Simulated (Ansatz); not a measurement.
Starting structure, 1 H2O2 a cell, donor, over a hollow Ag-Ag-Ag site (Ag, Fm-3m (No. 225), (1 1 1) face):

```
Ag O H
1.0
     5.76066    0.00000    0.00000
    -2.88033    4.98888    0.00000
     0.00000    0.00000   24.38506
Ag O H
12 2 2
Direct
  0.33333 0.16667 0.32807
  0.33333 0.66667 0.32807
  0.83333 0.16667 0.32807
  0.83333 0.66667 0.32807
  0.66667 0.33333 0.42521
  0.66667 0.83333 0.42521
  0.16667 0.33333 0.42521
  0.16667 0.83333 0.42521
  0.00000 0.50000 0.52240
  0.00000 0.00000 0.52240
  0.50000 0.50000 0.52240
  0.50000 0.00000 0.52240
  0.66667 0.83333 0.63558
  0.77722 0.87921 0.68457
  0.52039 0.64379 0.63670
  0.70238 0.97697 0.70454
```

Level of theory: DFT PBE+D3(BJ), scalar-relativistic, plane waves, PAW (Ansatz 0.2.0). Plane waves to 420 eV, a k mesh through Γ of 4×4×1 on the computed 16-atom cell and Gaussian smearing (0.10 eV); no spin polarisation. A dipole correction removes the field between periodic images along c.

Atoms 1, 2, 3, 4 (counted from 1) are held. The cell is fixed. Force threshold 0.04 eV/Å.

Q: Where does it end?

A: The energy falls by 0.420 eV in 10 steps, to:

```
Ag O H
1.0
     5.76066    0.00000    0.00000
    -2.88033    4.98888    0.00000
     0.00000    0.00000   24.38506
Ag O H
12 2 2
Direct
  0.33333 0.16667 0.32807
  0.33333 0.66667 0.32807
  0.83333 0.16667 0.32807
  0.83333 0.66667 0.32807
  0.66696 0.33201 0.42477
  0.66713 0.83342 0.42504
  0.16550 0.33188 0.42484
  0.16670 0.83318 0.42522
  0.00017 0.49966 0.52178
  0.00140 0.99946 0.52245
  0.49888 0.49679 0.52059
  0.49960 0.99880 0.52207
  0.74146 0.93806 0.62584
  0.76255 0.93775 0.68648
  0.63400 0.74484 0.61792
  0.64169 0.00426 0.69615
```

The end is the local minimum or symmetric point that this start leads to. The slab is only 4.7 Å thick, so the energy isn't converged with thickness.

Spin polarisation was left out, and a magnetic state may lie lower.

Cost: 1 run of about 22 core-minutes, on Arm Neoverse V1 (shared hosts).